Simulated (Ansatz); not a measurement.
This run works on a generated trial structure, not on a known crystal.

Input and command of a plane-wave DFT calculation in Ansatz:

```yaml
crystal:
  lattice:
    - [4.75954863, 0.0, 0.0]
    - [-2.37977431, 4.12189002, 0.0]
    - [0.0, 0.0, 7.73187247]
  atoms:
    - { symbol: Mn, position: [0.33333333, 0.66666667, 0.5], spin: 4.0 }
    - { symbol: Mn, position: [0.66666667, 0.33333333, 0.5], spin: 4.0 }
    - { symbol: Ru, position: [0.0, 0.0, 0.0], spin: 1.0 }
    - { symbol: Se, position: [0.33333333, 0.66666667, 0.26374518] }
    - { symbol: Se, position: [0.66666667, 0.33333333, 0.26374518] }
    - { symbol: Se, position: [0.66666667, 0.33333333, 0.73625482] }
    - { symbol: Se, position: [0.33333333, 0.66666667, 0.73625482] }
basis:
  ecutwfc: 420
kpoints:
  mp_grid: { grid: [3, 3, 2] }
hamiltonian:
  xc: pbe
scf:
  occupations: { method: gaussian, width: 0.15 }
  lower_state_search: "off"
output:
  forces: true
  stress: true
  eigenvalues: true
  populations: true
magnetization:
  spin_polarized: true
relax:
  adjacent_minimum: "off"
  f_tol: 0.08
  max_steps: 16
  cell: { stress_tol: 0.8 }
```

```bash
ansatz run input.yaml --threads 1 --pin off --max-ram 2560MiB --backend cpu --events-out ev --progress --plain --runs-dir out
```

Processor: Intel(R) Xeon(R) Processor @ 2.50GHz (Skylake/Cascade Lake), 1 thread, on a host shared with other jobs.

How long does it run, and how much memory does it take?

About 3.2 min, peak memory 0.56 GiB. It solves 72 bands at 6 k points (after reduction by symmetry) with about 2875 plane waves (on the last cell), in 114 SCF iterations over 7 ionic steps.
